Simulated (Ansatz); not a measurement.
TiMo₃ in space group Immm (No. 71; Ti on 2d, Mo on 4i, Mo on 2b), r²SCAN (plane waves, PAW; program Ansatz), all energies at zero smearing, with the estimated change up to a 700 eV cutoff added, with one set of potentials and settings (totals compare only within such a set). Cell of 4 atoms (1 Ti, 3 Mo): -17407.729 eV.

```json
[
 {"element": "Ti", "reference phase": "P6/mmm, 3 atoms in the cell", "E (eV/atom)": "-2504.3896"},
 {"element": "Mo", "reference phase": "Im-3m, 1 atoms in the cell", "E (eV/atom)": "-4967.5975"}
]
```

Formation energy per atom, worked out: (-17407.729 − 1×(-2504.3896) − 3×(-4967.5975))/4 = -0.137 eV/atom (-13 kJ per mol of atoms), at 0 K, without zero-point energy or fitted corrections.

The workflow started from a Materials Project entry (that database holds measured and hypothetical structures alike); the Crystallography Open Database copy checked does not list it. With Ti and Mo taken as one species the cell has the higher symmetry Im-3m, so it may be an ordered model of a mixed-site phase. Whether it is the stable phase at ambient conditions was not checked. The cell was relaxed with r²SCAN under the symmetry of its start; its stability against distortions is not shown here. No spin polarisation was allowed. The references are the lowest solids computed at this level, not always the standard phases.

Potentials: the later of the program's two PAW sets.
